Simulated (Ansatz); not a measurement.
Data:

In₂Ge₂O₇ (space group C2/m)

```
In2Ge2O7
1.0
    3.32724    -4.43386     0.00000
    3.32724     4.43386     0.00000
   -1.03884     0.00000     4.85041
In Ge O
2 2 7
Cartesian
  3.32724   1.71110   0.00000
  3.32724  -1.71110   0.00000
  4.46089   0.00000   2.88243
  1.15475   0.00000   1.96798
  1.38070  -1.47844   1.02754
  4.23495   1.47844   3.82287
  4.23495  -1.47844   3.82287
  1.38070   1.47844   1.02754
 -0.51942   0.00000   2.42520
  1.99404   0.00000   3.52441
  3.62161   0.00000   1.32600
```

The volume is varied about the relaxed value V₀ at fixed cell shape. The atoms relax within the cell's symmetry.

Level of theory: PBEsol (plane waves to 420 eV, PAW, scalar-relativistic; Ansatz, a quantum-chemistry and plane-wave program). k mesh 5×5×6 (Γ-centred), Fermi-Dirac smearing 0.05 eV. Energies are smeared free energies. Stress and pressure are positive under compression. With the shape held, the modulus is that of even scaling; a crystal free to change shape is softer. In2Ge2O7 was relaxed with its symmetry unable to fall. ΔE is measured from the relaxed starting cell.

The scan covers V/V₀ from 0.840 to 1.160 in 11 points.

Question: What is ΔE at V/V₀ = 0.840?

Answer: 190.3 meV/atom.

Question: What pressure does the cell carry at V/V₀ = 0.840?

Answer: 32.8 GPa.

Question: What is ΔE at V/V₀ = 1.160?

Answer: 115.8 meV/atom.

(A scan under strain: stresses follow from slopes of the energy per volume, elastic moduli from its curvatures.)
